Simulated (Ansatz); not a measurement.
BiTe:
```
CELL_PARAMETERS angstrom
      2.41143     1.39224     3.29494
     -2.41143     1.39224     3.29494
      0.00000    -2.78448     3.29494
ATOMIC_POSITIONS crystal
  Bi 0.50000 0.50000 0.50000
  Te 0.00000 0.00000 0.00000
```

Relaxed with r²SCAN. Special points in fractions of this cell's reciprocal vectors: Γ (0.000, 0.000, 0.000); T (0.500, 0.500, 0.500); H2 (0.714, 0.286, 0.500); H0 (0.500, -0.286, 0.286); L (0.500, 0.000, 0.000); S0 (0.393, -0.393, 0.000); S2 (0.607, 0.000, 0.393); F (0.500, 0.000, 0.500).

List the band energies nearest the Fermi level at these points for r²SCAN in the plane-wave PAW code Ansatz.

In eV from the Fermi level; about four levels below and three above (degenerate sets whole), none deeper than 8.9 eV; points with the same levels are listed once.

```
k                     below                above
--  -----------------------  -------------------
Γ   -8.41 -3.25 -3.25 -1.87       1.92 2.68 2.68
T   -2.37 -1.57 -1.39 -1.39  8.60 9.12 9.68 9.68
H2  -5.26 -5.26 -1.95 -0.65       3.41 3.81 5.90
L   -1.99 -1.11 -0.93 -0.69       0.35 7.10 7.34
S0        -5.76 -4.01 -3.29       2.13 2.63 3.49
F         -6.03 -4.88 -3.64       2.65 3.23 3.85
```

Space group R-3m. The workflow started from a Materials Project entry (that database holds measured and hypothetical structures alike); the Crystallography Open Database copy checked does not list it. COD files the formula under space group No. 164, 225. Whether it is the stable phase at ambient conditions was not checked. The r²SCAN relaxation kept the symmetry of its start; whether a distortion lowers the energy is not shown. With an odd number of electrons in the cell and no spin polarisation, the count alone makes it a metal. Spin–orbit coupling is left out wherever it is not named.

Potentials: the later of the program's two PAW sets.
